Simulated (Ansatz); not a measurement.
Input:

Relaxed Mo (bcc, W type):

```yaml
crystal:
  lattice:
    - [-3.15088, 3.15088, 3.15088]
    - [1.57544, -1.57544, 1.57544]
    - [1.57544, 1.57544, -1.57544]
  atoms:
    - { symbol: Mo, position: [0.00000, 0.00000, 0.00000] }
    - { symbol: Mo, position: [0.50000, 0.00000, 0.00000] }
```

The atoms are displaced by Q × the pattern below (from a DFPT mode at N = (0.5, 0.0, 0.0), largest move 1; Q in Å), at fixed cell. (q is in reciprocal vectors of the primitive cell; the cell shown is doubled to hold the pattern.)

```tsv
atom	x	y	z
Mo1	1.000	0.000	0.000
Mo2	-1.000	0.000	0.000
```

All values below come from r2SCAN (plane waves to 500 eV, PAW, scalar-relativistic; Ansatz, a first-principles code). k mesh 21×21×21 (Γ-centred), Fermi-Dirac smearing 0.05 eV. The energy includes the smearing's −TS. With partly filled bands, energies and forces of such displacements shift with the k mesh and the smearing. Mo is run without spin polarisation. Mo was relaxed with its symmetry unable to fall. The PAW data are Ansatz's earlier set. ΔE is measured from the undisplaced structure.

The scan covers Q from -0.180 to 0.180 Å in 13 points.

Which space group does the distorted structure have?

Cmcm (No. 63), lowered from Im-3m.

What is the energy change at Q = 0.180 Å?

295 meV/cell.

What harmonic wavenumber does the curvature at Q = 0 give?

139 cm⁻¹.

(For displaced atoms, the force is minus the slope of the energy, and its curvature is a force constant, which sets phonon frequencies.)
